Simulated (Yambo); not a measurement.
**Optical response of SiO2**

```
CELL_PARAMETERS angstrom
     -4.47204     4.47204     2.61177
      4.47204    -4.47204     2.61177
      4.47204     4.47204    -2.61177
ATOMIC_POSITIONS crystal
  O  0.50000 0.50000 0.50000
  O  0.50000 0.00000 0.00000
  O  0.00000 0.00000 0.50000
  O  0.00000 0.50000 0.00000
  O  0.00000 0.20855 0.20855
  O  0.00000 0.79145 0.79145
  O  0.20855 0.00000 0.20855
  O  0.79145 0.00000 0.79145
  Si 0.17689 0.17689 0.35378
  Si 0.82311 0.82311 0.64622
  Si 0.17689 0.82311 0.00000
  Si 0.82311 0.17689 0.00000
```

Yambo, RPA with local fields on PBEsol bands; 4×4×4 mesh, 154 bands, 3 Ry local-field block, 0.2 eV broadening; field along z.

| E (eV) | Im ε | Re ε | Im ε, independent particles |
|---|---|---|---|
| 0.0 | 0.00 | 1.98 | 0.00 |
| 0.4 | 0.00 | 1.98 | 0.00 |
| 0.8 | 0.00 | 1.99 | 0.00 |
| 1.1 | 0.00 | 1.99 | 0.00 |
| 1.5 | 0.00 | 2.00 | 0.00 |
| 1.9 | 0.01 | 2.01 | 0.01 |
| 2.2 | 0.01 | 2.02 | 0.01 |
| 2.6 | 0.01 | 2.03 | 0.01 |
| 3.0 | 0.01 | 2.05 | 0.01 |
| 3.4 | 0.01 | 2.06 | 0.01 |
| 3.8 | 0.01 | 2.09 | 0.01 |
| 4.1 | 0.01 | 2.11 | 0.02 |
| 4.5 | 0.02 | 2.14 | 0.02 |
| 4.9 | 0.02 | 2.18 | 0.02 |
| 5.2 | 0.03 | 2.22 | 0.03 |
| 5.6 | 0.03 | 2.27 | 0.04 |
| 6.0 | 0.04 | 2.34 | 0.05 |
| 6.4 | 0.06 | 2.42 | 0.06 |
| 6.8 | 0.09 | 2.50 | 0.10 |
| 7.1 | 0.12 | 2.63 | 0.13 |
| 7.5 | 0.20 | 2.82 | 0.22 |
| 7.9 | 0.40 | 2.98 | 0.45 |
| 8.2 | 0.59 | 3.13 | 0.67 |
| 8.6 | 1.14 | 3.35 | 1.30 |
| 9.0 | 1.74 | 2.97 | 1.97 |
| 9.4 | 1.90 | 2.55 | 2.16 |
| 9.8 | 1.93 | 2.01 | 2.12 |
| 10.1 | 1.55 | 1.74 | 1.71 |
| 10.5 | 1.47 | 1.82 | 1.63 |
| 10.9 | 1.50 | 1.77 | 1.71 |
| 11.2 | 1.45 | 1.84 | 1.82 |
| 11.6 | 1.74 | 1.61 | 2.14 |
| 12.0 | 1.56 | 1.28 | 1.84 |
| 12.4 | 1.40 | 1.23 | 1.57 |
| 12.8 | 1.11 | 1.17 | 1.21 |
| 13.1 | 1.06 | 1.35 | 1.17 |
| 13.5 | 1.08 | 1.52 | 1.33 |
| 13.9 | 1.32 | 1.53 | 1.62 |
| 14.2 | 1.43 | 1.43 | 1.82 |
| 14.6 | 1.40 | 1.26 | 1.73 |
| 15.0 | 1.54 | 1.25 | 1.88 |
| 15.4 | 1.51 | 1.02 | 1.80 |
| 15.8 | 1.44 | 0.83 | 1.76 |
| 16.1 | 1.26 | 0.77 | 1.48 |
| 16.5 | 1.30 | 0.75 | 1.52 |
| 16.9 | 1.16 | 0.62 | 1.32 |
| 17.2 | 1.12 | 0.70 | 1.29 |
| 17.6 | 1.01 | 0.55 | 1.18 |
| 18.0 | 0.91 | 0.64 | 1.13 |
| 18.4 | 0.88 | 0.61 | 1.10 |
| 18.8 | 0.80 | 0.53 | 1.07 |
| 19.1 | 0.68 | 0.60 | 1.12 |
| 19.5 | 0.69 | 0.68 | 1.01 |
| 19.9 | 0.65 | 0.69 | 0.96 |

Peak heights and small wiggles depend on the k mesh. Convergence of the RPA response with its 4×4×4 mesh was not tested. No excitonic effects at this level.

Geometry of the Materials Project entry, not relaxed at this level.

This is not the ordinary phase of the substance; no match was found in the copy of COD used, and its stability was not checked.
